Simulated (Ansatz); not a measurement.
CoGe$_{2}$:
```
CoGe2
1.0
    5.37946    -2.79522     0.00000
    5.37946     2.79522     0.00000
    0.00000     0.00000     5.59129
Co Ge
4 8
Direct
  0.61670   0.61670   0.00000
  0.38330   0.38330   0.00000
  0.88330   0.88330   0.50000
  0.11670   0.11670   0.50000
  0.65872   0.34128   0.65871
  0.34128   0.65872   0.34129
  0.84128   0.15872   0.15871
  0.15872   0.84128   0.84129
  0.00195   0.49805   0.75000
  0.99805   0.50195   0.25000
  0.49805   0.00195   0.25000
  0.50195   0.99805   0.75000
```

Relaxed with PBEsol. Special points in fractions of this cell's reciprocal vectors: Γ (0.000, 0.000, 0.000); Y (0.500, 0.500, 0.000); F0 (0.317, 0.683, 0.000); Δ0 (-0.317, 0.317, 0.000); Z (0.000, 0.000, 0.500); B0 (-0.317, 0.317, 0.500); G0 (0.317, 0.683, 0.500); T (0.500, 0.500, 0.500); S (0.000, 0.500, 0.000); R (0.000, 0.500, 0.500).

**Question.** List the band energies nearest the Fermi level at these points for plane-wave PAW PBEsol (Ansatz code).

**Answer.** In eV from the Fermi level; about four levels below and three above (degenerate sets whole), none deeper than 8.9 eV; points with the same levels are listed once.

```json
[
 {"k": "Γ", "below": "-0.42 -0.39 -0.38 -0.31", "above": "0.26 0.32 0.39"},
 {"k": "Y", "below": "-1.13 -1.13 -0.99 -0.68", "above": "0.65 0.83 1.07"},
 {"k": "F0", "below": "-0.58 -0.31 -0.17 -0.07", "above": "0.82 1.03 1.98"},
 {"k": "Z", "below": "-0.20 -0.20 -0.14 -0.14", "above": "3.15 3.15 3.29 3.29"},
 {"k": "B0", "below": "-1.06 -1.06 -0.79 -0.79", "above": "1.59 1.59 1.85 1.85"},
 {"k": "T", "below": "-1.05 -1.05 -0.13 -0.13", "above": "0.08 0.08 0.29 0.29"},
 {"k": "S", "below": "-0.37 -0.37 -0.28 -0.28", "above": "0.20 0.20 1.52 1.52"},
 {"k": "R", "below": "-0.99 -0.99 -0.38 -0.38", "above": "1.73 1.73 1.84 1.84"}
]
```

Space group Cmce. The workflow started from a Materials Project entry (that database holds measured and hypothetical structures alike); the Crystallography Open Database copy checked does not list it. Whether it is the stable phase at ambient conditions was not checked. The cell was relaxed with PBEsol under the symmetry of its start; its stability against distortions is not shown here. No spin polarisation was allowed. Spin–orbit coupling is left out wherever it is not named.

Potentials: the later of the program's two PAW sets.
